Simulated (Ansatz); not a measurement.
## Calculated quadrupolar parameters for BeH8N2O10

The cell is an entry of the Crystallography Open Database (COD), ions relaxed with PBE at fixed cell.

Space group I-42d (No. 122); a = 11.6360, c = 6.2520 Å.

```csv
site,Wyckoff,site symmetry,x,y,z
Be,4b,-4..,0.0000,0.0000,0.5000
H3,16e,1,0.0143,0.1387,0.2399
H11,16e,1,0.3540,0.1141,0.1010
N,8d,.2.,0.1894,0.2500,0.1250
O23,16e,1,0.3900,0.0364,0.1057
O31,8d,.2.,0.2997,0.2500,0.1250
O35,16e,1,0.1374,0.1571,0.0945
```

One atom of each set is listed; the run and its k-mesh use a cell of 42 atoms with edges of 8.80, 8.80, 8.80 Å.

The numbers come from a DFT calculation in Ansatz (PBE, plane waves and PAW, scalar-relativistic, 420 eV cutoff, Γ-centred 4×4×4 k-points, Fermi–Dirac smearing 0.02 eV).

Conventions: |V_zz| ≥ |V_yy| ≥ |V_xx|, η = (V_xx − V_yy)/V_zz, C_Q = eQV_zz/h. ν_Q = 3|C_Q|/[2I(2I − 1)].

⁹Be: I = 3/2, Q = 52.88 mb; ²H: I = 1, Q = 2.858 mb; N-14: I = 1, Q = 20.44 mb; O-17: I = 5/2, Q = -25.58 mb. Quadrupole moments are those of Pyykkö's year-2017 table.

(1) Give the quadrupolar parameters of the distinct sites.

Results:

(1) 

```tsv
site	atoms	first shell	C_Q (MHz)	η	ν_Q (MHz)
Be	2	4 O at 1.62 Å	≈0	–	0
H3	8	1 O at 0.99 Å; also 1 O at 1.71 Å	0.215	0.15	0.322
H11	8	1 O at 1.00 Å; also 1 O at 1.71 Å	0.204	0.16	0.307
N	4	3 O at 1.25–1.28 Å	-0.566	0.34	0.849
O23	8	2 H at 0.99–1.00 Å, 1 Be at 1.62 Å	9.01	0.55	1.35
O31	4	1 N at 1.28 Å; also 2 H at 1.71 Å	-13.2	0.52	1.98
O35	8	1 N at 1.25 Å; also 1 H at 1.71 Å	-12.8	0.84	1.92
```

At H3 and H11 V_zz points along its bond to O (within 1°) in each case. At N and O23 V_zz stands upright on the plane through its three neighbours (within 6°) in each case. At O31 V_zz points along its bond to N (within 1°).

The lattice is static: at room temperature water may turn and average the couplings of its hydrogen. The entry's hydrogen positions were far off; the other atoms hardly move on relaxation.

The relaxation (10 steps) took 7.9 min of wall time (7.9 min of CPU time) and 1 GiB at its peak, on 1 thread of Arm Neoverse V2 (aarch64; 8 cores open to the job, memory cap 3.0 GiB, no GPU), a shared host with a load of 0.4 a core.
